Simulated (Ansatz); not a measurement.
**Stationary points along a deformation path in InRh**

These are results of Ansatz 0.2.0, DFT r2SCAN, scalar-relativistic, plane waves, PAW, not measurements. Settings: plane waves to 500 eV, k-mesh 16×16×16 (Γ-centred), Gaussian smearing 0.15 eV. No spin polarisation. Energies are free energies at this smearing, counted from the undisturbed cell; pressure is positive in compression.

Reference structure (as given, not relaxed at this level; it stands at 1.3 GPa, and it needn't be the usual structure):

```xyz
2
Lattice="3.1960 0.0000 0.0000 0.0000 3.1960 0.0000 0.0000 0.0000 3.1960" Properties=species:S:1:pos:R:3 pbc="T T T"
In    1.5980    1.5980    1.5980
Rh    0.0000    0.0000    0.0000
```

At fixed volume and fractional coordinates, lengths along (0.577, 0.577, 0.577) are scaled against those across it; ρ is that ratio over its starting value. V = 16.323 Å³/atom. Δσ is the stress along the axis less the mean stress across it (compression positive).

| ρ | ΔE (meV/atom) | Δσ (GPa) | space group |
| --- | --- | --- | --- |
| 0.500 | 11771.4 | 831.78 | R-3m |
| 0.600 | 4504.1 | 386.76 | R-3m |
| 0.710 | 1467.3 | 167.34 | R-3m |
| 0.850 | 229.8 | 48.88 | R-3m |
| 0.930 | 37.7 | 16.47 | R-3m |
| 1.000 | 0.0 | 0.00 | Pm-3m |
| 1.080 | 30.1 | -10.50 | R-3m |
| 1.200 | 130.9 | -16.23 | R-3m |
| 1.410 | 325.0 | -17.79 | R-3m |
| 1.700 | 517.2 | -11.13 | R-3m |
| 2.000 | 582.2 | 0.00 | Fm-3m |

Task: How does the stress give the slope of the energy, and where is the energy stationary?

Result: Along the path d ln(length) is 2/3 d ln ρ on the axis and −1/3 d ln ρ across it, so dE/d ln ρ = −(2/3) V Δσ: the energy falls with ρ where Δσ is positive. Δσ vanishes or changes sign at ρ = 1.000 (Pm-3m), a minimum at 0.0 meV/atom; at ρ = 2.000 (Fm-3m, an end of the scan), at 582.2 meV/atom. Pairs of stationary points between two samples would go unseen, and could change a minimum read from distant neighbours into a maximum. At ρ = 1.000, 2.000 the cell is cubic, where symmetry alone makes the stress isotropic and the slope zero.

Task: Which shear constant sets the curvature at ρ = 1?

Result: For a cubic crystal E/V = (2/3) C (ln ρ)² with C = C44, so Δσ = −2C ln ρ. The parabola of Δσ against ln ρ through ρ = 0.930, 1 and 1.080 gives C ≈ 92 GPa with the ions clamped, rough because the steps are large. It is the stress–strain coefficient at this cell's pressure of 1.3 GPa, not the zero-pressure constant.

In a metal these slopes depend on the k mesh and the smearing.